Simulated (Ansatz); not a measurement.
**Field gradients of TiO2 from run to run**

Cell of run 1: an entry of the Crystallography Open Database (COD), atoms as given.

Space group Pbca (No. 61); a = 5.1450, b = 9.1840, c = 5.4470 Å.

```
site  Wyckoff  site symmetry       x       y       z
  Ti       8c              1  0.1371  0.1290  0.9028
  O9       8c              1  0.8176  0.0101  0.8514
 O17       8c              1  0.4629  0.2304  0.8870
```

One atom of each set is listed.

Relaxed positions (PBE, cell held):

Ti (0.1389, 0.1290, 0.9051)
O9 (0.8156, 0.0096, 0.8506)
O17 (0.4641, 0.2301, 0.8909)

All runs are DFT with Ansatz 0.2.0 (plane waves and PAW, scalar-relativistic unless spin–orbit coupling is named, Γ-centred meshes, Fermi–Dirac smearing where given) in this cell.

Run 1: PBE, gradients read without the response of the cores, atoms as given; 420 eV, 5×3×4 k-points, smearing 0.02 eV.
Run 2: PBE, gradients read without the response of the cores, atoms relaxed; 420 eV, 5×3×4 k-points, smearing 0.02 eV.
Run 3: r2SCAN, gradients read without the response of the cores, at the relaxed atoms; 500 eV, 5×3×4 k-points, smearing 0.02 eV.

```csv
run,Ti V_zz (η),O9 V_zz (η),O17 V_zz (η)
1,-2.21 (0.64),2.07 (0.70),-2.41 (0.94)
2,?,?,?
3,1.96 (0.87),2.23 (0.97),-2.65 (0.77)
```

V_zz in 10²¹ V/m².

(1) Estimate the row of run 2.

Results:

(1) Ti: 2.00 (0.87); O9: 2.08 (0.87); O17: -2.48 (0.85). It lies nearest to run 3, from whose tensors on these sites it differs by 0.26 at most (largest principal value of the difference, on O9). Taken one at a time, the positions of the atoms (as given or relaxed) move the tensors on these sites by up to 0.80 (largest principal value of the change, on Ti), the functional (r2SCAN with its higher cutoff) by 0.26 (O9). On some sites the largest principal value moves to another axis from run to run, and the sign of V_zz can flip with it.
